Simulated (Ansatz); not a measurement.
The start is a relaxed Te cell deformed by the Cartesian strain tensor (xx, yy, zz, yz, xz, xy) = (0.007, -0.123, 0.028, -0.089, 0.000, -0.024). The cell and all atomic positions are relaxed at zero pressure with PBEsol (plane waves to 420 eV, PAW, scalar-relativistic; Ansatz, a first-principles code). The first steps use a coarse 7×7×4 k-mesh.

Initial structure:
```
CELL_PARAMETERS angstrom
      4.34714    -0.10145     0.00000
     -2.26143     3.32944    -0.33460
      0.00000    -0.53301     6.12218
ATOMIC_POSITIONS crystal
  Te 0.28416 0.00000 0.33333
  Te 0.00000 0.28416 0.66667
  Te 0.71584 0.71584 0.00000
```

How large is the pressure on the unrelaxed cell, and of which sign?

+5 GPa (positive: the cell is compressed).

What is the largest force in the starting geometry, and on which atom (counted from 1)?

About 0.8 eV/Å, on Te1 (atoms numbered as listed).

How much energy is released per atom?

0.12 eV/atom.

How does the volume change?

+11.2 %, from 28.81 to 32.04 Å³/atom.

How do the shortest distances between atoms change?

The closest pairs of elements (up to four, under 3.6 Å), start → end: Te–Te 2.76 → 2.91 Å.

The end point of the relaxation:

```cif
data_Te3
_chemical_formula_sum 'Te3'
_space_group_name_H-M_alt 'P3121'
_space_group_IT_number 152
_space_group_name_Hall 'P 31 2"'
_cell_length_a 4.31661
_cell_length_b 4.31661
_cell_length_c 5.95610
_cell_angle_alpha 90.000
_cell_angle_beta 90.000
_cell_angle_gamma 120.000
loop_
_atom_site_label
_atom_site_type_symbol
_atom_site_symmetry_multiplicity
_atom_site_Wyckoff_symbol
_atom_site_fract_x
_atom_site_fract_y
_atom_site_fract_z
_atom_site_occupancy
Te1 Te 3 a 0.71582 0.71582 0.00000 1
```

Final values are on a 13×13×8 k-mesh of the relaxed cell. No spin polarisation in the result.
